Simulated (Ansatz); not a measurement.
Data:

WC:
```xyz
2
Lattice="2.9121 0.0000 0.0000 -1.4560 2.5219 0.0000 0.0000 0.0000 2.8363" Properties=species:S:1:pos:R:3 pbc="T T T"
W      0.0000     0.0000     0.0000
C      1.4560     0.8406     1.4181
```

This is the r²SCAN-relaxed structure.

Question: All from r²SCAN in the plane-wave PAW code Ansatz, unless another level is named. Predict the electronic character.

Answer: metallic (no gap).

Question: And the density of states at the Fermi level?

Answer: 0.13 states/eV per atom (mean over ±0.08 eV).

Question: Predict the formation energy from the elements (no fitted shifts).

Answer: -0.18 eV/atom.

Question: What about the gap with spin–orbit coupling?

Answer: none (metallic).

Space group P-6m2. Symmetry was held in the r²SCAN relaxation; of distortions, only those at the zone centre were tested. The run is not spin-polarised. The references are the lowest solids computed at this level, not always the standard phases. Spin–orbit coupling is left out wherever it is not named.

Potentials: the later of the program's two PAW sets.
